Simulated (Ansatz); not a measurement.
Relaxation of a relaxed Be cell displaced along its unstable phonon at q = (½, 0, 0) of its primitive reciprocal cell (292i cm⁻¹), largest move 0.15 Å; 2 atoms in the cell, which starts as Pmmn, origin choice 1 (No. 59), oP2; a = 2.146 Å, b = 3.717 Å, c = 2.446 Å, α = 90.00°, β = 90.00°, γ = 90.00°. Level of theory: r2SCAN (plane waves to 500 eV, PAW, scalar-relativistic; Ansatz, a program for electronic structure). Γ-centred k-mesh 17×17×13 on the run's cell (coarser than for final values), Fermi–Dirac smearing 0.05 eV. This is the first round of the run. 

The optimiser's lines from the output (shortened; P is positive under compression):

```
relax step   1: F+E_penalty+E_count = -185.64034658 eV  Δ(F+E_penalty+E_count) = +0.000e0 eV  max|allowed force component| = 3.844e-1 eV/Å  Δτ_max = 0.0000 Å  P = -2.028 GPa  Ω = 19.507 Å³  (6 SCF iters, dr2 threshold 1.00e-7 eV, accepted)
relax step   2: F+E_penalty+E_count = -185.80080934 eV  Δ(F+E_penalty+E_count) = -1.605e-1 eV  max|allowed force component| = 8.034e-1 eV/Å  Δτ_max = 0.1162 Å  P = -3.072 GPa  Ω = 18.680 Å³  (5 SCF iters, dr2 threshold 2.00e-7 eV, accepted)
relax step   3: F+E_penalty+E_count = -186.22840750 eV  Δ(F+E_penalty+E_count) = -4.276e-1 eV  max|allowed force component| = 8.449e-1 eV/Å  Δτ_max = 0.1950 Å  P = -7.060 GPa  Ω = 17.582 Å³  (5 SCF iters, dr2 threshold 2.00e-7 eV, accepted)
relax step   4: F+E_penalty+E_count = -186.45665039 eV  Δ(F+E_penalty+E_count) = -2.282e-1 eV  max|allowed force component| = 3.686e-1 eV/Å  Δτ_max = 0.1061 Å  P = -4.845 GPa  Ω = 16.556 Å³  (5 SCF iters, dr2 threshold 2.00e-7 eV, accepted)
relax step   5: F+E_penalty+E_count = -186.49682276 eV  Δ(F+E_penalty+E_count) = -4.017e-2 eV  max|allowed force component| = 2.360e-1 eV/Å  Δτ_max = 0.0649 Å  P = +3.247 GPa  Ω = 15.355 Å³  (5 SCF iters, dr2 threshold 2.00e-7 eV, accepted)
relax step   6: F+E_penalty+E_count = -186.50661906 eV  Δ(F+E_penalty+E_count) = -9.796e-3 eV  max|allowed force component| = 3.529e-3 eV/Å  Δτ_max = 0.0212 Å  P = -0.290 GPa  Ω = 15.784 Å³  (4 SCF iters, dr2 threshold 2.00e-7 eV, accepted)
relax step   7: F+E_penalty+E_count = -186.50668596 eV  Δ(F+E_penalty+E_count) = -6.690e-5 eV  max|allowed force component| = 1.807e-4 eV/Å  Δτ_max = 0.0003 Å  P = +0.006 GPa  Ω = 15.746 Å³  (2 SCF iters, dr2 threshold 2.00e-7 eV, accepted)
relax step   8: F+E_penalty+E_count = -186.50668702 eV  Δ(F+E_penalty+E_count) = -1.064e-6 eV  max|allowed force component| = 8.573e-4 eV/Å  Δτ_max = 0.0001 Å  P = +0.002 GPa  Ω = 15.747 Å³  (3 SCF iters, dr2 threshold 8.57e-9 eV, accepted)
relax step   9: F+E_penalty+E_count = -186.50657311 eV  Δ(F+E_penalty+E_count) = +1.139e-4 eV  max|allowed force component| = 8.558e-4 eV/Å  Δτ_max = 0.0000 Å  P = +0.002 GPa  Ω = 15.747 Å³  stress off target by 7.38e-3 GPa  SCF on the basis re-selected at this cell (its energy is not comparable with the rows above)  (4 SCF iters)
```

From the first to the last row the energy changes by -0.43 eV/atom and the volume by -19.3 %. The last row is marked as not comparable with the walk above it, whose basis was carried along; it does compare with step 1, since both stand on a basis selected at the nominal cutoff for their own cell.

Later rounds, restarted from the end of this one on a renewed k-mesh, logged 11 more steps and released under 0.01 eV/atom more. The final structure after all rounds: Fm-3m (No. 225), cF4, fcc (Cu type); a = 3.158 Å, b = 3.158 Å, c = 3.158 Å, α = 90.00°, β = 90.00°, γ = 90.00°. Between re-selections the logged energies stand on a plane-wave basis carried along with the cell. No spin polarisation in the result.

The run could not lose the symmetry of its start: the end is stationary, and may be a saddle point rather than a minimum.

The relaxed structure here is a generated cell of Be: the first start was made by placing the elements on the sites of a structure type, and the end was not matched to a known phase here, so it may be hypothetical. Known forms of Be include space group No. 194.
